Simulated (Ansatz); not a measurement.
## hcp against fcc along group 15

The calculation used DFT, BLYP, plane waves (420 eV) with PAW, scalar-relativistic (Ansatz). (PAW data from PBE, frozen cores regenerated.)

Each structure is relaxed within its symmetry, in the lowest magnetic state of the tried starts. Differences under about 8 meV lie within the error of the k-point mesh.

```tsv
element	E(hcp) − E(fcc) (meV/atom)	V(hcp) (Å³/atom)	V(fcc) (Å³/atom)	state of hcp	state of fcc
As	?	?	?	?	?
Sb	-43	30.27	30.36	spin not included	spin not included
Bi	-44	34.29	34.60	spin not included	spin not included
```

Problem. Fill in the row of As.

Solution. E(hcp) − E(fcc) (meV/atom): -52; V(hcp) (Å³/atom): 21.46; V(fcc) (Å³/atom): 21.44; state of hcp: spin not included; state of fcc: spin not included.
